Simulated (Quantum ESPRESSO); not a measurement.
Kohn-Sham bands of HgSe (zinc blende)

```yaml
crystal:
  lattice:
    - [0.00000, 3.09633, 3.09633]
    - [3.09633, 0.00000, 3.09633]
    - [3.09633, 3.09633, 0.00000]
  atoms:
    - { symbol: Hg, position: [0.00000, 0.00000, 0.00000] }
    - { symbol: Se, position: [0.25000, 0.25000, 0.25000] }
```

Structure: Materials Project mp-820, symmetrised, not relaxed again. COD (Crystallography Open Database) has an entry of this formula and space group (matched by these alone). Computed values, not measurements, from PBEsol: Quantum ESPRESSO (norm-conserving PseudoDojo potentials, cutoff 69 Ry, spinors with spin-orbit coupling) on a Γ-centred 6×6×6 mesh, then Wannier90. Density: 8×8×8 mesh, cold smearing 0.01 Ry. With spin-orbit coupling a semilocal functional can close or falsely invert a small gap; the band order was not checked against a better method.

Energies are relative to the Fermi level; weights are on the orthonormalised atomic waves of the pseudopotential files, averaged over the group. 36 electrons a cell are treated as valence.

```tsv
bands	from (eV)	to (eV)	filling	weight on atomic waves
1–2	-114.26	-114.26	filled	…
3–4	-76.26	-76.26	filled	…
5–8	-57.91	-57.91	filled	…
9–12	-48.07	-48.07	filled	…
13–18	-47.18	-47.17	filled	…
19–20	-13.20	-12.64	filled	…
21–24	-7.70	-7.06	filled	…
```

Which atomic shells make up each group?


- 1–2, weight on atomic waves: Hg 5s 100 %
- 3–4, weight on atomic waves: Hg 5p 100 %
- 5–8, weight on atomic waves: Hg 5p 100 %
- 9–12, weight on atomic waves: Se 3d 100 %
- 13–18, weight on atomic waves: Se 3d 100 %
- 19–20, weight on atomic waves: Se 4s 88 %, Hg 6s 7 %, Hg 5d 5 %
- 21–24, weight on atomic waves: Hg 5d 94 %, Se 4p 4 %

No gap over 0.05 eV opens at the Fermi level at this level of theory; semilocal functionals close the gap of some real semiconductors.
